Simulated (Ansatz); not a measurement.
A plane-wave DFT run in Ansatz 0.2.0 (scalar-relativistic PAW potentials unless the input names others): input and command.

```yaml
crystal:
  lattice:
    - [0.0, 4.4789946633, 4.4789946633]
    - [4.4789946633, 0.0, 4.4789946633]
    - [4.4789946633, 4.4789946633, 0.0]
  atoms:
    - { symbol: K, position: [0.75, 0.75, 0.75] }
    - { symbol: K, position: [0.25, 0.25, 0.25] }
    - { symbol: B, position: [0.5, 0.5, 0.5] }
    - { symbol: Sb, position: [0.0, 0.0, 0.0] }
    - { symbol: F, position: [0.769628, 0.230372, 0.230372] }
    - { symbol: F, position: [0.230372, 0.230372, 0.769628] }
    - { symbol: F, position: [0.230372, 0.769628, 0.769628] }
    - { symbol: F, position: [0.230372, 0.769628, 0.230372] }
    - { symbol: F, position: [0.769628, 0.230372, 0.769628] }
    - { symbol: F, position: [0.769628, 0.769628, 0.230372] }
basis:
  ecutwfc: 500
kpoints:
  mp_grid: { grid: [6, 6, 6] }
hamiltonian:
  xc: r2scan
scf:
  occupations: { method: gaussian, width: 0.02 }
output:
  forces: true
  eigenvalues: true
  stress: true
total_charge: 1
```

```bash
ansatz run input.yaml --threads 2 --pin off --max-ram 2662MiB --backend cpu --events-out ev --progress --plain --runs-dir out
```

Abridged log:
```
Basis set: ecut = 500 eV, 4573 PW (Γ), exchange–correlation on 192×192×192 points (64 copies of the dense FFT grid, shifted against one another)
Bands: 49, of which v1, the nominal top of the filled ones, is band 39 counted from 1 (38 counted from 0)
Symmetry: 48 space group operations
k-points: 16 of 216
SCF iter   1: F=—  HF=-14605.818501 eV  |F-HF|=—  |Δ(HF+E_count)|=         —  Δρ=4.07e-2  dr2=2.82e0  dr2_τ=3.42e-1  ethr=1.77e-3  ⟨swp⟩=8.5  Hψ=3609  notcnv=0  defer=1
SCF iter   2: F=—  HF=-14605.284702 eV  |F-HF|=—  |Δ(HF+E_count)|=   5.34e-1  Δρ=2.36e-2  dr2=8.85e-1  dr2_τ=7.44e-2  ethr=1.77e-3  ⟨swp⟩=2.6  Hψ=1639  notcnv=0  defer=84
SCF iter   3: F=—  HF=-14605.190870 eV  |F-HF|=—  |Δ(HF+E_count)|=   9.38e-2  Δρ=1.74e-2  dr2=5.59e-1  dr2_τ=1.78e-2  ethr=1.15e-3  ⟨swp⟩=2.0  Hψ=1500  notcnv=0  defer=37
automatic band count: iteration 3 solves 46 bands in place of 49: the levels show a gap, and the empty bands left out lie too high to hold charge; the band table lists the bands solved (type scf.n_extra_bands for more)
SCF iter   4: F=—  HF=-14605.058994 eV  |F-HF|=—  |Δ(HF+E_count)|=   1.32e-1  Δρ=5.90e-3  dr2=5.90e-2  dr2_τ=2.66e-3  ethr=7.25e-4  ⟨swp⟩=3.5  Hψ=1278  notcnv=0  defer=28
automatic band count: iteration 4 solves 45 bands in place of 46: the levels show a gap, and the empty bands left out lie too high to hold charge; the band table lists the bands solved (type scf.n_extra_bands for more)
SCF iter   5: F=—  HF=-14605.045235 eV  |F-HF|=—  |Δ(HF+E_count)|=   1.38e-2  Δρ=1.43e-3  dr2=3.72e-3  dr2_τ=1.57e-4  ethr=7.67e-5  ⟨swp⟩=3.0  Hψ=1526  notcnv=0  defer=40
SCF iter   6: F=—  HF=-14605.045748 eV  |F-HF|=—  |Δ(HF+E_count)|=   5.13e-4  Δρ=8.83e-4  dr2=2.57e-3  dr2_τ=3.98e-5  ethr=4.84e-6  ⟨swp⟩=2.0  Hψ=1417  notcnv=0  defer=25
automatic band count: iteration 6 solves 44 bands in place of 45: the levels show a gap, and the empty bands left out lie too high to hold charge; the band table lists the bands solved (type scf.n_extra_bands for more)
SCF iter   7: F=—  HF=-14605.045222 eV  |F-HF|=—  |Δ(HF+E_count)|=   5.26e-4  Δρ=6.89e-4  dr2=1.12e-3  dr2_τ=2.15e-5  ethr=3.33e-6  ⟨swp⟩=2.1  Hψ=830  notcnv=0  defer=25
SCF iter   8: F=—  HF=-14605.044963 eV  |F-HF|=—  |Δ(HF+E_count)|=   2.59e-4  Δρ=2.72e-4  dr2=2.33e-4  dr2_τ=5.57e-6  ethr=1.45e-6  ⟨swp⟩=2.4  Hψ=1120  notcnv=0  defer=25
SCF iter   9: F=—  HF=-14605.044912 eV  |F-HF|=—  |Δ(HF+E_count)|=   5.08e-5  Δρ=4.67e-5  dr2=2.38e-6  dr2_τ=3.67e-7  ethr=3.03e-7  ⟨swp⟩=2.0  Hψ=1291  notcnv=0  defer=25
SCF iter  10: F=—  HF=-14605.044777 eV  |F-HF|=—  |Δ(HF+E_count)|=   1.35e-4  Δρ=8.59e-6  dr2=7.48e-8  dr2_τ=1.04e-8  ethr=1.30e-10  ⟨swp⟩=11.1  Hψ=4071  notcnv=0
SCF iter  11: F=-14605.044777 eV  HF=-14605.044777 eV  |F-HF|=1.04e-9  |Δ(HF+E_count)|=   3.29e-8  Δρ=2.32e-6  dr2=6.95e-9  dr2_τ=1.58e-9  ethr=9.72e-11  ⟨swp⟩=3.0  Hψ=2634  notcnv=0
SCF 1 converged in 11 iterations: F = -14605.044777 eV  dr2 = 6.95e-9
SCF converged after 11 iterations
Free energy (F): -14605.044777 eV
Harris-Foulkes:  -14605.044777 eV  (|F-HF|=1.04e-9)
Internal energy: -14605.043523 eV  (E = F + TS)
E sigma→0 (E₀):  -14605.044150 eV
Entropy (-TS):   -0.001254 eV (-0.125 meV/atom)
Fermi energy:    3.754694 eV
--- Forces (eV/Å), atoms counted from 1 ---
  atom   1  K      0.00000000     0.00000000     0.00000000
  atom   2  K      0.00000000     0.00000000     0.00000000
  atom   3  B      0.00000000     0.00000000     0.00000000
  atom   4  Sb     0.00000000     0.00000000     0.00000000
  atom   5  F     -0.21521360     0.00000000     0.00000000
  atom   6  F      0.00000000     0.00000000    -0.21521360
  atom   7  F      0.21521360     0.00000000     0.00000000
  atom   8  F      0.00000000    -0.21521360     0.00000000
  atom   9  F      0.00000000     0.21521360     0.00000000
  atom  10  F      0.00000000     0.00000000     0.21521360
--- Stress (GPa, compression-positive) ---
       -2.048291       0.000000       0.000000
        0.000000      -2.048291       0.000000
        0.000000       0.000000      -2.048291
  P = ⅓ Tr σ = -2.0483 GPa (-20.483 kbar)
```

Apart from outputs and empty bands, the input differs from a reference run on usual settings in total_charge: not typed → 1. The reference, at the same geometry (not necessarily relaxed), gave pressure 2.92 GPa, largest force 1.510 eV/Å, gap on the mesh 1.02 eV. This run converged in 11 SCF iterations (reference: 7) with a total energy on another zero, pressure -2.05 GPa (with the neutralising background of the charged cell), largest force 0.215 eV/Å, no gap on the mesh.